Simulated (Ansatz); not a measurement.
Theory: DFT PBE, scalar-relativistic, plane waves, PAW, and for the lanthanide a 4f-in-core norm-conserving potential (Ansatz 0.2.0). All cells share a 690 eV cutoff and Γ-centred k meshes spaced about 0.3 Å⁻¹ or finer (0.25 for metals, 2π included). No spin polarisation.

Temperature and zero-point effects are left out.

Two relaxed structures of Tb₃YPb:

A.

```yaml
crystal:
  lattice:
    - [5.35413, 0.00000, 0.00000]
    - [-2.67706, 4.63681, 0.00000]
    - [0.00000, 0.00000, 6.56730]
  atoms:
    - { symbol: Tb, position: [0.00000, 0.00000, 0.92770] }
    - { symbol: Tb, position: [0.33333, 0.66667, 0.37675] }
    - { symbol: Tb, position: [0.66667, 0.33333, 0.64876] }
    - { symbol: Y, position: [0.33333, 0.66667, 0.89618] }
    - { symbol: Pb, position: [0.66667, 0.33333, 0.15062] }
```

B.

```yaml
crystal:
  lattice:
    - [4.47887, 0.00000, 0.00000]
    - [0.00000, 4.47887, 0.00000]
    - [0.00000, 0.00000, 8.21917]
  atoms:
    - { symbol: Tb, position: [0.00000, 0.50000, 0.67755] }
    - { symbol: Tb, position: [0.00000, 0.00000, 0.33482] }
    - { symbol: Tb, position: [0.50000, 0.00000, 0.67755] }
    - { symbol: Y, position: [0.50000, 0.50000, 0.07889] }
    - { symbol: Pb, position: [0.00000, 0.00000, 0.96746] }
```

Task: Which is lower in energy, and by how much?

Result: B is lower, by 32 meV/atom. A has space group P3m1 (No. 156), 32.6 Å³/atom and no gap on its mesh; B has space group P4mm (No. 99), 33.0 Å³/atom and no gap. Counting all near atoms (those within 1.25 times the shortest distance at each site; a plus sign parts nearer from farther groups; a slash parts the counts of unlike sites), A has Tb 8/3+6/11, Y 11, Pb 11 and B has Tb 1+4/6+2, Y 4+8, Pb 9. Even the lower one lies +0.04 eV/atom against the reference forms of the elements (uncorrected), so neither is stable at this level. In A, Tb on its first site is surrounded by 3 Y at 3.10 Å, 3 Pb at 3.42 Å and 3 Tb at 3.59 Å; around Y lie 4 Tb at 3.10–3.16 Å, 4 Tb at 3.41–3.49 Å and 3 Pb at 3.51 Å; around Pb lie 8 Tb at 3.27–3.43 Å and 3 Y at 3.51 Å; 2 more sites not described. In B, around Tb on a site of symmetry 2mm lie 4 Tb at 3.17 Å, 2 Pb at 3.27 Å, 2 Tb at 3.60 Å and 2 Y at 3.99 Å; Y has 4 Pb at 3.30 Å and 8 Tb at 3.80–3.99 Å; around Pb lie 1 Tb at 3.02 Å, 4 Tb at 3.27 Å and 4 Y at 3.30 Å; 1 more site not described. Both come from trial cells of a structure search.

Spin–orbit coupling, which can matter for Pb, is left out. B has imaginary phonons (to 54i cm⁻¹ on its k mesh, which matters in a metal), so it may be a saddle point. Other cells relaxed within their symmetry can be saddle points.

The lanthanide is trivalent by construction, without f bands, f moments or other valences.
